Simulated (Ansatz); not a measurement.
## Sc$_{6}$FeTe$_{2}$: do energies and stresses tell the same story?

Method: DFT PBEsol, scalar-relativistic, plane waves, PAW (Ansatz).

Cutoff 420 eV; k points 6×6×10 on the computed 9-atom cell (Γ-centred); Gaussian smearing, width 0.10 eV; no spin polarisation.

Relaxed cell: P-62m, a = 7.617 Å, b = 7.617 Å, c = 3.734 Å, α = 90.00°, β = 90.00°, γ = 120.00°, 9 atoms in the primitive cell. Whether it is the stable form of this composition wasn't checked.

Energies at zero smearing and pressures from the stress tensor, at volumes with shape and atoms relaxed:
| V (Å³/atom) | E − E(first) (meV/atom) | P (GPa) |
| --- | --- | --- |
| 18.345 | 0.00 | 13.04 |
| 18.970 | -42.61 | 8.96 |
| 19.596 | -70.46 | 5.47 |
| 20.221 | -85.73 | 2.50 |
| 20.846 | -90.30 | -0.03 |
| 21.472 | -85.75 | -2.18 |
| 22.097 | -73.50 | -4.00 |
| 22.931 | -47.22 | -5.99 |

Q: Check P = −dE/dV between neighbouring volumes, and get the bulk modulus from the pressures alone.

A: With 1 eV/Å³ = 160.2 GPa:
```csv
middle V (Å³/atom),−ΔE/ΔV (GPa),mean P (GPa)
18.658,10.916,10.999
19.283,7.135,7.214
19.908,3.912,3.986
20.534,1.169,1.234
21.159,-1.164,-1.106
21.784,-3.140,-3.091
22.514,-5.048,-4.997
```

The two differ by 0.08 GPa at most. The mean of two end pressures misses the average over a step by about ΔV² P″/12, up to 0.05 GPa here; with that taken off 0.03 GPa remains. The stress is the derivative of the free energy, not of the energy at zero smearing, and with free energies 0.01 GPa remains. Around V = 20.846 Å³/atom, the two neighbours give B = −V ΔP/ΔV = 20.846 × 4.68 / 1.251 = 78.0 GPa, against B0 = 77.5 GPa from the Birch–Murnaghan fit of the energies.

Spin-orbit coupling is left out, which matters for the bands of heavy elements. Spin polarisation was left out, and a magnetic state may lie lower.

A ferromagnetic start lost its moments in a first run, so spin was left out; other magnetic orders weren't tried.